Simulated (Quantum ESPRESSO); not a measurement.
## Ag2Sn2AlTa3 (one run as intended and one with a planted mistake)

A calculation, not a measurement. The program is pw.x of Quantum ESPRESSO 7.5 (plane-wave density functional theory). The cell is made up: eight metal atoms on a face-centred cubic lattice, with elements, volume, strain and displacements drawn at random and not relaxed, so it may be unstable or far from any real phase. PseudoDojo standard norm-conserving files set the functional (PBE unless stated); there is no spin polarisation or spin-orbit coupling, the Fermi-Dirac width of 0.25 eV means electrons at about 2900 K, and the masses in the input are unused placeholders. The tin pseudopotential is less sure than most, with forces differing by about three percent from a second method on plain tin. Heavy elements are run without spin-orbit coupling, which real alloys of them have. A spin test at this wide smearing found no moment, but such smearing suppresses magnetism that the real alloy may have.

Intended input:

```
&control calculation='scf', pseudo_dir='./dojo.nc.sr.pbe.v0_5.standard.upf', outdir='./o', disk_io='minimal', tprnfor=.true., tstress=.true. /
&system ibrav=0, nat=8, ntyp=4, nbnd=66, ecutwfc=82.02448710, nosym=.true., tot_charge=0,
 occupations='smearing', smearing='fd', degauss=0.0183746611
/
&electrons conv_thr=1.470e-08, electron_maxstep=70, mixing_beta=0.5 /
ATOMIC_SPECIES
Ag 1.0 Ag.upf
Al 1.0 Al.upf
Sn 1.0 Sn.upf
Ta 1.0 Ta.upf
CELL_PARAMETERS angstrom
0.0 2.1541 2.1541
-4.3082 2.1541 -2.1541
-4.3082 -6.4623 6.4623
ATOMIC_POSITIONS angstrom
Ag 0.0582 0.1278 -0.0304
Sn -4.3503 -4.1511 4.3093
Al -4.4026 -1.9209 2.1911
Sn -4.1911 0.0839 -0.0899
Ag -2.1837 -2.2731 4.2041
Ta -2.1639 -0.0956 2.0366
Ta -2.1092 2.0515 0.1819
Ta -6.5602 -2.1856 4.3361
K_POINTS automatic
8 5 3 1 1 1
```

The log is shortened where brackets say so; the opening notice, blank lines, dates and the lines on written files are dropped, and the path of the files is cut. It prints rydbergs, bohrs and kilobars, and counts compression as positive stress. Its total energy is the free energy E - TS of the whole cell.

Log of the intended run:

```
     Program PWSCF v.7.5
     Parallel version (MPI & OpenMP), running on       4 processor cores
     Number of MPI processes:                 4
     Threads/MPI process:                     1
     [start-up lines left out]
     bravais-lattice index     =            0
     lattice parameter (alat)  =       5.7568  a.u.
     unit-cell volume          =    1079.2304 (a.u.)^3
     number of atoms/cell      =            8
     number of atomic types    =            4
     number of electrons       =       108.00
     number of Kohn-Sham states=           66
     kinetic-energy cutoff     =      82.0245  Ry
     charge density cutoff     =     328.0979  Ry
     scf convergence threshold =      1.5E-08
     mixing beta               =       0.5000
     number of iterations used =            8  plain     mixing
     Exchange-correlation= PBE
                           (   1   4   3   4   0   0   0)
     [axes and pseudopotential details left out]
   Cartesian axes
     site n.     atom                  positions (alat units)
         1        Ag     tau(   1) = (   0.0191048   0.0419517  -0.0099791  )
         2        Sn     tau(   2) = (  -1.4280333  -1.3626438   1.4145746  )
         3        Al     tau(   3) = (  -1.4452014  -0.6305563   0.7192524  )
         4        Sn     tau(   4) = (  -1.3757742   0.0275411  -0.0295107  )
         5        Ag     tau(   5) = (  -0.7168233  -0.7461698   1.3800416  )
         6        Ta     tau(   6) = (  -0.7103237  -0.0313817   0.6685361  )
         7        Ta     tau(   7) = (  -0.6923679   0.6734272   0.0597107  )
         8        Ta     tau(   8) = (  -2.1534571  -0.7174470   1.4233720  )
     number of k points=    60  Fermi-Dirac smearing, width (Ry)=  0.0184
                       cart. coord. in units 2pi/alat
        k(    1) = (  -0.0824958   0.0324091   0.0559793), wk =   0.0333333
        k(    2) = (   0.0353553   0.1502602  -0.0618718), wk =   0.0333333
     [further k points left out]
     Dense  grid:   108385 G-vectors     FFT dimensions: (  36,  60, 120)
     Estimated max dynamical RAM per process >     398.85 MB
     Estimated total dynamical RAM >       1.48 GB
     Initial potential from superposition of free atoms
     starting charge     107.9908, renormalised to     108.0000
     Starting wfcs are   72 randomized atomic wfcs
     total cpu time spent up to now is       15.6 secs
     per-process dynamical memory:   318.2 Mb
     Self-consistent Calculation
     iteration #  1     ecut=    82.02 Ry     beta= 0.50
     Davidson diagonalization with overlap
     ethr =  1.00E-02,  avg # of iterations =  3.4
     Threshold (ethr) on eigenvalues was too large:
     Diagonalizing with lowered threshold
     Davidson diagonalization with overlap
     ethr =  9.72E-04,  avg # of iterations =  1.6
     total cpu time spent up to now is       81.2 secs
     total energy              =   -1329.89826053 Ry
     estimated scf accuracy    <       1.09653879 Ry
     iteration #  2     ecut=    82.02 Ry     beta= 0.50
     Davidson diagonalization with overlap
     ethr =  1.02E-03,  avg # of iterations =  4.1
     total cpu time spent up to now is      115.5 secs
     total energy              =   -1329.37733917 Ry
     estimated scf accuracy    <       9.14818910 Ry
     [iterations 3 to 14 left out]
     iteration # 15     ecut=    82.02 Ry     beta= 0.50
     Davidson diagonalization with overlap
     ethr =  6.81E-11,  avg # of iterations =  2.0
     total cpu time spent up to now is      494.2 secs
     total energy              =   -1330.44137734 Ry
     estimated scf accuracy    <       0.00000005 Ry
     iteration # 16     ecut=    82.02 Ry     beta= 0.50
     Davidson diagonalization with overlap
     ethr =  4.48E-11,  avg # of iterations =  1.3
     total cpu time spent up to now is      517.0 secs
     End of self-consistent calculation
     [lines on levels left out]
!    total energy              =   -1330.44137734 Ry
     estimated scf accuracy    <       0.00000001 Ry
     smearing contrib. (-TS)   =      -0.07469781 Ry
     internal energy E=F+TS    =   -1330.36667952 Ry
     The total energy is F=E-TS. E is the sum of the following terms:
     one-electron contribution =    -544.57799687 Ry
     hartree contribution      =     327.70580994 Ry
     xc contribution           =    -271.54643198 Ry
     ewald contribution        =    -841.94806061 Ry
     convergence has been achieved in  16 iterations
     Forces acting on atoms (cartesian axes, Ry/au):
     atom    1 type  1   force =    -0.00337876   -0.02576976    0.01673846
     atom    2 type  3   force =    -0.01253223   -0.02382869    0.01121569
     atom    3 type  2   force =     0.00274379   -0.01467959   -0.00029327
     atom    4 type  3   force =    -0.04632942   -0.00165226   -0.00145913
     atom    5 type  1   force =     0.00565804    0.00997275   -0.00455933
     atom    6 type  4   force =     0.00280180   -0.00492478    0.02210738
     atom    7 type  4   force =     0.01784338    0.03926006   -0.03703214
     atom    8 type  4   force =     0.03319340    0.02162227   -0.00671767
     Total force =     0.098485     Total SCF correction =     0.000772
     Computing stress (Cartesian axis) and pressure
          total   stress  (Ry/bohr**3)                   (kbar)     P=      -44.41
  -0.00015685   0.00007668  -0.00010836          -23.07       11.28      -15.94
   0.00007668  -0.00034437  -0.00001734           11.28      -50.66       -2.55
  -0.00010836  -0.00001734  -0.00040455          -15.94       -2.55      -59.51
     init_run     :     11.80s CPU     12.27s WALL (       1 calls)
     electrons    :    497.89s CPU    501.40s WALL (       1 calls)
     forces       :      4.02s CPU      4.06s WALL (       1 calls)
     stress       :     15.16s CPU     15.52s WALL (       1 calls)
     [timing details left out]
     PWSCF        :   8m52.32s CPU   8m56.74s WALL
     JOB DONE.
```

A second run has one planted mistake: one atom is of a wrong element. The input lines that differ:

```
- &system ibrav=0, nat=8, ntyp=4, nbnd=66, ecutwfc=82.02448710, nosym=.true., tot_charge=0,
+ &system ibrav=0, nat=8, ntyp=5, nbnd=66, ecutwfc=82.02448710, nosym=.true., tot_charge=0,
+ Ga 1.0 Ga.upf
- Ta -2.1092 2.0515 0.1819
+ Ga -2.1092 2.0515 0.1819
```

Its log:

```
     Program PWSCF v.7.5
     Parallel version (MPI & OpenMP), running on       4 processor cores
     Number of MPI processes:                 4
     Threads/MPI process:                     1
     [start-up lines left out]
     bravais-lattice index     =            0
     lattice parameter (alat)  =       5.7568  a.u.
     unit-cell volume          =    1079.2304 (a.u.)^3
     number of atoms/cell      =            8
     number of atomic types    =            5
     number of electrons       =       108.00
     number of Kohn-Sham states=           66
     kinetic-energy cutoff     =      82.0245  Ry
     charge density cutoff     =     328.0979  Ry
     scf convergence threshold =      1.5E-08
     mixing beta               =       0.5000
     number of iterations used =            8  plain     mixing
     Exchange-correlation= PBE
                           (   1   4   3   4   0   0   0)
     [axes and pseudopotential details left out]
   Cartesian axes
     site n.     atom                  positions (alat units)
         1        Ag     tau(   1) = (   0.0191048   0.0419517  -0.0099791  )
         2        Sn     tau(   2) = (  -1.4280333  -1.3626438   1.4145746  )
         3        Al     tau(   3) = (  -1.4452014  -0.6305563   0.7192524  )
         4        Sn     tau(   4) = (  -1.3757742   0.0275411  -0.0295107  )
         5        Ag     tau(   5) = (  -0.7168233  -0.7461698   1.3800416  )
         6        Ta     tau(   6) = (  -0.7103237  -0.0313817   0.6685361  )
         7        Ga     tau(   7) = (  -0.6923679   0.6734272   0.0597107  )
         8        Ta     tau(   8) = (  -2.1534571  -0.7174470   1.4233720  )
     number of k points=    60  Fermi-Dirac smearing, width (Ry)=  0.0184
                       cart. coord. in units 2pi/alat
        k(    1) = (  -0.0824958   0.0324091   0.0559793), wk =   0.0333333
        k(    2) = (   0.0353553   0.1502602  -0.0618718), wk =   0.0333333
     [further k points left out]
     Dense  grid:   108385 G-vectors     FFT dimensions: (  36,  60, 120)
     Estimated max dynamical RAM per process >     402.74 MB
     Estimated total dynamical RAM >       1.50 GB
     Initial potential from superposition of free atoms
     starting charge     107.9890, renormalised to     108.0000
     Starting wfcs are   71 randomized atomic wfcs
     total cpu time spent up to now is       19.9 secs
     per-process dynamical memory:   317.3 Mb
     Self-consistent Calculation
     iteration #  1     ecut=    82.02 Ry     beta= 0.50
     Davidson diagonalization with overlap
     ethr =  1.00E-02,  avg # of iterations =  3.6
     Threshold (ethr) on eigenvalues was too large:
     Diagonalizing with lowered threshold
     Davidson diagonalization with overlap
     ethr =  7.03E-04,  avg # of iterations =  2.0
     total cpu time spent up to now is      114.5 secs
     total energy              =   -1352.83075418 Ry
     estimated scf accuracy    <       0.79727176 Ry
     iteration #  2     ecut=    82.02 Ry     beta= 0.50
     Davidson diagonalization with overlap
     ethr =  7.38E-04,  avg # of iterations =  3.4
     total cpu time spent up to now is      151.7 secs
     total energy              =   -1352.91049311 Ry
     estimated scf accuracy    <       1.84611109 Ry
     [iterations 3 to 13 left out]
     iteration # 14     ecut=    82.02 Ry     beta= 0.50
     Davidson diagonalization with overlap
     ethr =  2.91E-11,  avg # of iterations =  2.0
     total cpu time spent up to now is      556.3 secs
     total energy              =   -1353.20423334 Ry
     estimated scf accuracy    <       0.00000005 Ry
     iteration # 15     ecut=    82.02 Ry     beta= 0.50
     Davidson diagonalization with overlap
     ethr =  2.91E-11,  avg # of iterations =  1.1
     total cpu time spent up to now is      584.3 secs
     End of self-consistent calculation
     [lines on levels left out]
!    total energy              =   -1353.20423334 Ry
     estimated scf accuracy    <          1.1E-09 Ry
     smearing contrib. (-TS)   =      -0.06702176 Ry
     internal energy E=F+TS    =   -1353.13721159 Ry
     The total energy is F=E-TS. E is the sum of the following terms:
     one-electron contribution =    -579.55816092 Ry
     hartree contribution      =     352.21388671 Ry
     xc contribution           =    -283.84487676 Ry
     ewald contribution        =    -841.94806061 Ry
     convergence has been achieved in  15 iterations
     Forces acting on atoms (cartesian axes, Ry/au):
     atom    1 type  1   force =    -0.01421908   -0.01783229    0.00744668
     atom    2 type  4   force =    -0.00059649   -0.01354638    0.00228016
     atom    3 type  2   force =     0.00257070   -0.01392972    0.00242844
     atom    4 type  4   force =    -0.05166128   -0.00951591    0.00466787
     atom    5 type  1   force =     0.00617481    0.01208717   -0.00361507
     atom    6 type  5   force =    -0.01028208    0.00425817    0.01508218
     atom    7 type  3   force =     0.02417036    0.02043239   -0.02563434
     atom    8 type  5   force =     0.04384306    0.01804656   -0.00265591
     Total force =     0.090636     Total SCF correction =     0.000139
     Computing stress (Cartesian axis) and pressure
          total   stress  (Ry/bohr**3)                   (kbar)     P=      -36.99
  -0.00017089   0.00017574  -0.00018644          -25.14       25.85      -27.43
   0.00017574  -0.00028687   0.00003369           25.85      -42.20        4.96
  -0.00018644   0.00003369  -0.00029660          -27.43        4.96      -43.63
     init_run     :     19.06s CPU     19.60s WALL (       1 calls)
     electrons    :    561.84s CPU    564.36s WALL (       1 calls)
     forces       :      4.10s CPU      4.13s WALL (       1 calls)
     stress       :     14.58s CPU     14.92s WALL (       1 calls)
     [timing details left out]
     PWSCF        :   9m60.00s CPU  10m 3.47s WALL
     JOB DONE.
```

|  | intended run | run with the mistake |
| --- | --- | --- |
| free energy (eV) | -18101.577 | -18411.282 |
| entropy term -TS, part of it (eV) | -1.016 | -0.912 |
| pressure (GPa) | -4.44 | -3.70 |
| size of the largest force component (eV/Å) | 1.191 | 1.328 |
| largest change of a force component (eV/Å) |  | 0.484 |
| iterations | 16 | 15 |

For scale, a rerun of the intended cell at a higher cutoff and on a denser mesh moved values by no more than 0.012 eV in energy, 0.10 GPa in stress and 0.012 eV/Å in force, and a second program with other atomic files agreed on that cell to 2 % rms in force and 0.5 GPa in pressure. Files of another functional or element have another zero of energy, so the energy change says nothing on stability.